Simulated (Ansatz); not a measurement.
## Energy over volume and axial ratio for AgI (zinc blende)

AgI (zinc blende), conventional cell a = 6.450 Å, b = 6.450 Å, c = 6.450 Å, α = 90.00°, β = 90.00°, γ = 90.00°. The calculation uses the primitive cell of 2 atoms, to which meshes and values per cell refer.

Two coordinates are scanned: the volume, and the ratio of the stretch along z (the conventional c axis) to the stretch across it. Atoms keep their fractional coordinates.

Method: PBEsol (plane waves to 420 eV, PAW, scalar-relativistic; Ansatz, a program for electronic structure). k mesh 9×9×9 (Γ-centred), Fermi-Dirac smearing 0.05 eV. E stands for the smeared free energy. Compression counts positive. AgI was relaxed with its symmetry unable to fall. Spin-orbit coupling is left out, though I is heavy. ΔE is measured from the relaxed starting cell.

ΔE (kJ/mol of atoms), with V/V₀ across and (c/a)/(c/a)₀ down:

```csv
(c/a)/(c/a)₀ \ V/V₀,0.960,0.973,0.987,1.000,1.013,1.027,1.040
0.960,0.66,0.32,0.13,0.07,0.14,0.32,0.60
0.973,0.63,0.29,0.09,0.03,0.09,0.27,0.55
0.987,0.61,0.27,0.07,0.01,0.07,0.24,0.52
1.000,0.61,0.26,0.06,0.00,0.06,0.23,0.51
1.013,0.61,0.27,0.07,0.01,0.07,0.24,0.52
1.027,0.63,0.29,0.09,0.03,0.09,0.27,0.55
1.040,0.66,0.32,0.13,0.08,0.14,0.32,0.60
```

σzz (GPa), with V/V₀ across and (c/a)/(c/a)₀ down:

```tsv
(c/a)/(c/a)₀ \ V/V₀	0.960	0.973	0.987	1.000	1.013	1.027	1.040
0.960	1.66	1.12	0.61	0.16	-0.27	-0.65	-1.01
0.973	1.64	1.09	0.58	0.11	-0.32	-0.71	-1.07
0.987	1.61	1.05	0.53	0.06	-0.37	-0.77	-1.13
1.000	1.57	1.00	0.48	0.00	-0.43	-0.84	-1.20
1.013	1.52	0.94	0.42	-0.06	-0.50	-0.91	-1.28
1.027	1.46	0.88	0.35	-0.14	-0.58	-0.99	-1.37
1.040	1.39	0.81	0.27	-0.22	-0.67	-1.08	-1.46
```

Derived quantities:

* **Shear modulus C′ = (C11 − C12)/2 (fit, atoms clamped)**: 3.5 GPa
* **Lowest place on the grid**: V/V₀ = 1.000, (c/a)/(c/a)₀ = 1.000 (0.0 meV/atom)
* **Highest place on the grid**: V/V₀ = 0.960, (c/a)/(c/a)₀ = 1.040 (6.9 meV/atom)

(Under strain, the slope of the energy per volume gives the stress and its curvature an elastic modulus.)
